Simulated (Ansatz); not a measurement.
AlN (rock salt, space group No. 225) at seven volumes, DFT-HSE06 in the program Ansatz with PAW potentials, scaled uniformly. One row is withheld.

| V (Å³/atom) | P (GPa) |
|---|---|
| 7.447 | 31.71 |
| 7.693 | ? |
| 7.938 | 9.04 |
| 8.184 | -0.03 |
| 8.430 | -7.86 |
| 8.675 | -14.61 |
| 8.921 | -20.45 |

Fit the shown pressures and predict the withheld one.

P = (3/2)B₀(x^(7/2) − x^(5/2))[1 + (3/4)(B′ − 4)(x − 1)] with x = (V₀/V)^(2/3). Least squares on the six rows gives V₀ = 8.183 Å³/atom, B₀ = 280 GPa, B′ = 3.88. At V = 7.693, x = 1.0420 and P = 19.49 GPa. The run itself gave 19.54 GPa.

Space group Fm-3m (rock salt). This is a known high-pressure phase of the composition, computed here at zero pressure and temperature. The cell was relaxed with HSE06 under the symmetry of its start; whether a distortion lowers the energy is not shown.

Potentials: the later of the program's two PAW sets.
